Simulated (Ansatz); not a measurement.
In the program Ansatz at the PBE level (PAW), GeMo2C in the hexagonal phase (P6_3/mmc; Ge on 2d, Mo on 4f, C on 2a) relaxes to a = 3.133 Å, c = 12.641 Å. C has 6 nearest neighbours from 2.13 Å (octahedral). Its formation energy from the elements is -0.086 eV/atom, with no fitted shifts.

Electronic character: metallic (no gap). Gap from PBE with spin–orbit coupling: none (metallic).

The bulk modulus is 208 GPa.

The start of the workflow was typed in or built on a structure type; neither database checked (COD, Materials Project) lists it. Its standing as an ambient phase is unchecked. Symmetry was held in the PBE relaxation; its stability against distortions is not shown here. No spin polarisation was allowed. The references are the lowest solids computed at this level, not always the standard phases. Spin–orbit coupling is left out wherever it is not named.

Potentials: the later of the program's two PAW sets.
